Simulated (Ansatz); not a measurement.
Given:

Starting cell, SnO2 (rutile):

```
CELL_PARAMETERS angstrom
      4.76854     0.00000     0.00000
      0.00000     4.76854     0.00000
      0.00000     0.00000     3.21140
ATOMIC_POSITIONS crystal
  Sn 0.00000 0.00000 0.00000
  Sn 0.50000 0.50000 0.50000
  O  0.30630 0.30630 0.00000
  O  0.80630 0.19370 0.50000
  O  0.19370 0.80630 0.50000
  O  0.69370 0.69370 0.00000
```

In each cell atom 5 (O, nearest neighbour Sn at 2.066 Å; its periodic images, 3.2 Å or more away, move with it) moves by s·(1.000, 0.000, 0.000) (along Cartesian x), the rest being held.

Method: PBEsol (plane waves to 420 eV, PAW, scalar-relativistic; Ansatz, a quantum-chemistry and plane-wave program). k mesh 6×6×8 (Γ-centred), Fermi-Dirac smearing 0.05 eV. Energies are smeared free energies. SnO2 was relaxed with its symmetry unable to fall. The PAW data are Ansatz's earlier set. The zero of ΔE is the undisplaced structure.

The scan covers s from -0.410 to 0.410 Å in 11 points.

Task: Is this a single well or a double well?

Result: A single well with its minimum at or next to zero displacement.

Task: Is the energy the same for displacements of ±0.410 Å, and if not, which side lies higher?

Result: Not even: the positive side lies higher at ±0.410 Å. With its periodic images moving along, the atom's site symmetry in this cell is mm2.

Task: What force acts on the atom along the line at s = -0.410 Å?

Result: 4.21 eV/Å.

Task: What is the force constant k = d²E/ds² of this move at s = 0?

Result: 12.7 eV/Å².

(For displaced atoms, the force is minus the slope of the energy, and its curvature is a force constant, which sets phonon frequencies.)
